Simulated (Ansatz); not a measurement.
Here is the system:

KCl:
```yaml
crystal:
  lattice:
    - [0.00000, 3.12164, 3.12164]
    - [3.12164, 0.00000, 3.12164]
    - [3.12164, 3.12164, 0.00000]
  atoms:
    - { symbol: K, position: [0.00000, 0.00000, 0.00000] }
    - { symbol: Cl, position: [0.50000, 0.50000, 0.50000] }
```

This is the PBEsol-relaxed structure.

Q: All from PBEsol (plane waves, PAW; program Ansatz), unless another level is named. Give the electron effective mass.

A: 0.43 mₑ (isotropic).

Q: Give the hole effective mass, band 1 of 3 at the edge.

A: 4.9 along [100], 4.9 along [110], 3.1 along [111] (mₑ).

Q: Give the hole effective mass, band 3 of 3 at the edge.

A: 0.66 along [100], 0.76 along [110], 0.79 along [111] (mₑ).

Q: What about the valence-band maximum?

A: at Γ.

Q: Predict the weight of the conduction-edge state by species (Voronoi cells).

A: K 54 %, Cl 46 %.

Space group Fm-3m (rock salt). The cell was relaxed with PBEsol under the symmetry of its start.

Potentials: the later of the program's two PAW sets.

Edges and masses are those of Kohn–Sham bands, whose gap is no quasiparticle gap.
